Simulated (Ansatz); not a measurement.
Br:
```yaml
crystal:
  lattice:
    - [3.55272, -2.12362, 0.00000]
    - [3.55272, 2.12362, 0.00000]
    - [0.00000, 0.00000, 8.76184]
  atoms:
    - { symbol: Br, position: [0.64007, 0.35993, 0.38423] }
    - { symbol: Br, position: [0.85993, 0.14007, 0.88423] }
    - { symbol: Br, position: [0.14007, 0.85993, 0.11577] }
    - { symbol: Br, position: [0.35993, 0.64007, 0.61577] }
```

Relaxed with r²SCAN. Special points in fractions of this cell's reciprocal vectors: Γ (0.000, 0.000, 0.000); Y (0.500, 0.500, 0.000); F0 (0.339, 0.661, 0.000); Δ0 (-0.339, 0.339, 0.000); Z (0.000, 0.000, 0.500); B0 (-0.339, 0.339, 0.500); G0 (0.339, 0.661, 0.500); T (0.500, 0.500, 0.500); S (0.000, 0.500, 0.000); R (0.000, 0.500, 0.500).

Question: List the band energies nearest the valence-band maximum at these points for plane-wave PAW r²SCAN (Ansatz code).

Answer: In eV from the valence-band maximum; about four levels below and three above (degenerate sets whole), none deeper than 8.9 eV; points with the same levels are listed once.

```csv
k,below,above
Γ,-1.23 -0.49 -0.36 0.00,1.68 2.70 6.45
Y,-1.76 -1.38 -0.57 -0.24,1.70 2.51 7.58
F0,-1.39 -1.06 -0.74 -0.29,2.26 2.54 8.74
Z,-1.05 -1.05 -0.16 -0.16,2.08 2.08 7.03 7.03
B0,-0.76 -0.76 -0.47 -0.47,2.24 2.24 9.19 9.19
T,-1.15 -1.15 -0.90 -0.90,2.01 2.01 8.53 8.53
S,-1.23 -1.23 -0.55 -0.55,2.66 2.66 7.45 7.45
R,-0.74 -0.74 -0.10 -0.10,2.15 2.15 7.80 7.80
```

Space group Cmce (molecular I2 type). The r²SCAN relaxation kept the symmetry of its start. The substance is a gas or liquid at ambient conditions; this is its low-temperature solid. A crystal of weakly bound units computed without a dispersion correction: the cell and the soft elastic constants depend strongly on that. Scalar-relativistic: spin–orbit coupling is off unless named, which matters more the heavier the elements.

Potentials: the later of the program's two PAW sets.
